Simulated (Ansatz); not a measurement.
Relaxed-ion elastic tensor of Mg (simple hexagonal, space group No. 191) in GPa (Voigt order), plane-wave PAW r²SCAN (Ansatz code); density 1.62 g/cm³, 24.98 Å³ per atom.

```
 74.7   25.4    2.8    0.0    0.0    0.0
 25.4   74.7    2.8    0.0    0.0    0.0
  2.8    2.8   63.3    0.0    0.0    0.0
  0.0    0.0    0.0  -15.8    0.0    0.0
  0.0    0.0    0.0    0.0  -15.8    0.0
  0.0    0.0    0.0    0.0    0.0   24.7
```

Problem. Is the crystal mechanically stable?

Solution. No: the smallest eigenvalue of C is -15.8 GPa.

Space group P6/mmm (simple hexagonal). The workflow started from a Materials Project entry (that database holds measured and hypothetical structures alike); the Crystallography Open Database copy checked does not list it. It is not the phase usual at ambient conditions (space group No. 194). The cell was relaxed with r²SCAN under the symmetry of its start. At this level the phase is mechanically unstable. As this level gives no gap, shear constants depend on the k-mesh and smearing (Fermi–Dirac, 0.1 eV here).

Potentials: the earlier of the program's two PAW sets.
